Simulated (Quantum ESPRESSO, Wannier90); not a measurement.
# Wannierisation of Sn (Immm)

```yaml
crystal:
  lattice:
    - [-1.72654, 1.77554, 2.33834]
    - [1.72654, -1.77554, 2.33834]
    - [1.72654, 1.77554, -2.33834]
  atoms:
    - { symbol: Sn, position: [0.00000, 0.00000, 0.00000] }
```

Structure: Materials Project mp-623511, symmetrised, not relaxed again. Not found in the COD (Crystallography Open Database) copy used, which has the formula in other groups; not checked further. Computed values, not measurements, from PBEsol: Quantum ESPRESSO (norm-conserving PseudoDojo potentials, cutoff 58 Ry, no spin polarisation, no spin-orbit coupling) on a Γ-centred 10×10×10 mesh, then Wannier90. Density: 16×16×16 mesh, cold smearing 0.01 Ry. Spin-orbit coupling is left out although heavy elements are present.

The lattice is scaled uniformly with fixed fractional positions (axis ratios and free coordinates are held, so this isn't the response to pressure), and at each scale an atom-like model (Sn sp; disentangled, num_iter = 0) is made. Listed is the largest hopping of each kind of orbital pair shown, with the distance of the two functions' centres at scale 1; the mesh was not varied.

| scale | modulus of t, Sn1 px–Sn1 px at 3.45 Å (eV) | modulus of t, Sn1 s–Sn1 px at 3.45 Å (eV) | modulus of t, Sn1 s–Sn1 s at 3.41 Å (eV) |
|---|---|---|---|
| 0.950 | 1.744 | 0.911 | 0.430 |
| 0.975 | 1.609 | 0.828 | 0.389 |
| 1.000 | 1.485 | 0.752 | 0.351 |
| 1.025 | 1.364 | 0.682 | 0.316 |
| 1.050 | 1.257 | 0.620 | 0.285 |

**Question.** With |t| ∝ d^(−η), find η for each hopping from the ends of the series.

**Answer.** 
- Sn1 px–Sn1 px at 3.45 Å: η = −ln(1.257/1.744)/ln(1.050/0.950) = 3.3
- Sn1 s–Sn1 px at 3.45 Å: η = −ln(0.620/0.911)/ln(1.050/0.950) = 3.8
- Sn1 s–Sn1 s at 3.41 Å: η = −ln(0.285/0.430)/ln(1.050/0.950) = 4.1
Harrison's rules would take η = 2.0, 2.0, 2.0 for these pairs; they describe atomic orbitals, while these are orthogonalised and change shape with the volume.
